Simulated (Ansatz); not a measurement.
Ti2Ga3:
```yaml
crystal:
  lattice:
    - [6.24142, 0.00000, 0.00000]
    - [0.00000, 6.24142, 0.00000]
    - [0.00000, 0.00000, 3.97891]
  atoms:
    - { symbol: Ti, position: [0.69638, 0.87261, 0.50000] }
    - { symbol: Ti, position: [0.30362, 0.12739, 0.50000] }
    - { symbol: Ti, position: [0.12739, 0.69638, 0.50000] }
    - { symbol: Ti, position: [0.87261, 0.30362, 0.50000] }
    - { symbol: Ga, position: [0.39590, 0.81761, 0.00000] }
    - { symbol: Ga, position: [0.60410, 0.18239, 0.00000] }
    - { symbol: Ga, position: [0.18239, 0.39590, 0.00000] }
    - { symbol: Ga, position: [0.81761, 0.60410, 0.00000] }
    - { symbol: Ga, position: [0.50000, 0.50000, 0.50000] }
    - { symbol: Ga, position: [0.00000, 0.00000, 0.00000] }
```

Relaxed with r²SCAN. Special points in fractions of this cell's reciprocal vectors: Γ (0.000, 0.000, 0.000); X (0.000, 0.500, 0.000); M (0.500, 0.500, 0.000); Z (0.000, 0.000, 0.500); R (0.000, 0.500, 0.500); A (0.500, 0.500, 0.500).

Q: List the band energies nearest the Fermi level at these points for r²SCAN in the plane-wave PAW code Ansatz.

A: In eV from the Fermi level; about four levels below and three above (degenerate sets whole), none deeper than 8.9 eV; points with the same levels are listed once.

```
k                          below                above
-  -----------------------------  -------------------
Γ  -0.64 -0.64 -0.51 -0.51 -0.38  1.06 1.18 1.37 1.37
X        -1.04 -0.85 -0.75 -0.64       0.31 0.44 0.75
M  -1.21 -1.21 -1.02 -0.70 -0.70       0.81 0.81 1.62
Z        -1.55 -0.34 -0.17 -0.17       0.86 1.62 1.62
R        -2.25 -1.83 -1.74 -0.70       0.36 0.38 0.46
A        -0.73 -0.58 -0.58 -0.45       1.35 1.35 1.42
```

Space group P4/m. The first step of the workflow began from a Materials Project structure, measured or hypothetical; the Crystallography Open Database files this formula in space group No. 83, but the cells were not matched. Whether it is the stable phase at ambient conditions was not checked. The r²SCAN relaxation kept the symmetry of its start; whether a distortion lowers the energy is not shown. The run is not spin-polarised. Spin–orbit coupling is left out wherever it is not named.

Potentials: the earlier of the program's two PAW sets.
